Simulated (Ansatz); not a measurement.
K2LiScF6:
```cif
data_F24K8Li4Sc4
_chemical_formula_sum 'K8 Li4 Sc4 F24'
_space_group_name_H-M_alt 'Fm-3m'
_space_group_IT_number 225
_space_group_name_Hall '-F 4 2 3'
_cell_length_a 8.11363
_cell_length_b 8.11363
_cell_length_c 8.11363
_cell_angle_alpha 90.000
_cell_angle_beta 90.000
_cell_angle_gamma 90.000
loop_
_atom_site_label
_atom_site_type_symbol
_atom_site_symmetry_multiplicity
_atom_site_Wyckoff_symbol
_atom_site_fract_x
_atom_site_fract_y
_atom_site_fract_z
_atom_site_occupancy
K1 K 8 c 0.25000 0.25000 0.25000 1
Li1 Li 4 b 0.50000 0.50000 0.50000 1
Sc1 Sc 4 a 0.00000 0.00000 0.00000 1
F1 F 24 e 0.00000 0.00000 0.24779 1
```
(The calculation used a cell of 10 atoms; values per cell refer to that cell.)

Relaxed with r²SCAN. DFT-r²SCAN in the program Ansatz with PAW potentials gives a gap of 7.67 eV.

**Question.** What gap does HSE06 give on the same cell (Ansatz, PAW)?

**Answer.** 9.47 eV, 1.81 eV more. The hybrid was solved on a coarser mesh and at special points; its gap is the smallest among all of these.

```tsv
k	v1 r²SCAN	c1 r²SCAN	v1 HSE06	c1 HSE06
Γ	0.00	7.67	0.00	9.47
X	-0.02	7.73	…	…
L	-0.25	7.75	…	…
W	-0.24	7.79	…	…
K	-0.12	7.75	…	…
```

**Question.** Top valence (v1) and lowest conduction level (c1) in eV from each method's valence maximum (which need not be a listed point): supply the withheld HSE06 values.

**Answer.** 
- L, v1 HSE06: -0.26
- L, c1 HSE06: 9.57
- K, v1 HSE06: -0.12
- K, c1 HSE06: 9.58
- X, v1 HSE06: -0.02
- X, c1 HSE06: 9.55
- W, v1 HSE06: -0.24
- W, c1 HSE06: 9.61

Cost on shared cores: the r²SCAN run (SCF on a 6×6×6 mesh, then bands and DOS) roughly 100 core-seconds, the HSE06 run (SCF on 4×4×4, then a few points) roughly 6 core-minutes; the tasks are unlike.

The workflow started from a Materials Project entry (that database holds measured and hypothetical structures alike); the Crystallography Open Database copy checked does not list it. Its standing as an ambient phase is unchecked. The r²SCAN relaxation kept the symmetry of its start; whether a distortion lowers the energy is not shown. No spin polarisation was allowed.

Potentials: the later of the program's two PAW sets.
